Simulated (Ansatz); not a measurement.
SrO:
```yaml
crystal:
  lattice:
    - [4.18905, 0.00000, 0.00000]
    - [-2.09452, 3.62782, 0.00000]
    - [0.00000, 0.00000, 5.04930]
  atoms:
    - { symbol: Sr, position: [0.33333, 0.66667, 0.75000] }
    - { symbol: Sr, position: [0.66667, 0.33333, 0.25000] }
    - { symbol: O, position: [0.33333, 0.66667, 0.25000] }
    - { symbol: O, position: [0.66667, 0.33333, 0.75000] }
```

x, y and z are the axes in which the lattice vectors are written.

**Question.** Give the high-frequency dielectric tensor and the Born effective charge tensors of the independent atoms from DFPT, LDA (plane waves, PAW; program Ansatz).

**Answer.** 
ε∞:
```
3.42  0.00  0.00
0.00  3.42  0.00
0.00  0.00  3.46
```
Z* of atom 1 (Sr), rows: field, columns: displacement, in e:
```
2.11  0.00  0.00
0.00  2.11  0.00
0.00  0.00  2.44
```
Z* of atom 3 (O), rows: field, columns: displacement, in e:
```
-2.11   0.00   0.00
 0.00  -2.11   0.00
 0.00   0.00  -2.44
```

Space group P6_3/mmc. The workflow started from a Materials Project entry (that database holds measured and hypothetical structures alike); the Crystallography Open Database copy checked does not list it. It is not the phase usual at ambient conditions (space group No. 225). Symmetry was held in the LDA relaxation; whether a distortion lowers the energy is not shown. Scalar-relativistic: spin–orbit coupling is off unless named, which matters more the heavier the elements.

Potentials: the later of the program's two PAW sets.
